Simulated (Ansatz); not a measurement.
TiB2:
```
TiB2
1.0
    0.00000     2.54802     2.54802
    2.54802     0.00000     2.54802
    2.54802     2.54802     0.00000
Ti B
1 2
Direct
  0.00000   0.00000   0.00000
  0.25000   0.25000   0.25000
  0.75000   0.75000   0.75000
```

Relaxed with PBE. Special points in fractions of this cell's reciprocal vectors: Γ (0.000, 0.000, 0.000); X (0.500, 0.000, 0.500); U (0.625, 0.250, 0.625); K (0.375, 0.375, 0.750); L (0.500, 0.500, 0.500); W (0.500, 0.250, 0.750).

List the band energies nearest the Fermi level at these points for PBE (plane waves, PAW; program Ansatz).

In eV from the Fermi level; about four levels below and three above (degenerate sets whole), none deeper than 8.9 eV; points with the same levels are listed once.

```
k                    below           above
-  -----------------------  --------------
Γ        -3.36 -3.36 -3.36  0.94 1.27 1.27
X  -5.45 -5.43 -1.68 -1.68  0.69 0.69 2.14
U  -6.19 -4.78 -1.94 -1.57  0.00 1.12 2.65
L  -7.81 -6.75 -2.42 -2.42  0.79 1.58 1.58
W  -4.37 -3.63 -0.20 -0.20  0.73 2.21 3.30
```

Space group Fm-3m (fluorite). A made-up cell: these elements were put on the sites of a structure type; neither database checked (COD, Materials Project) lists it. It is not the phase usual at ambient conditions (space group No. 191). The PBE relaxation kept the symmetry of its start; whether a distortion lowers the energy is not shown. No spin polarisation was allowed.

Potentials: the later of the program's two PAW sets.
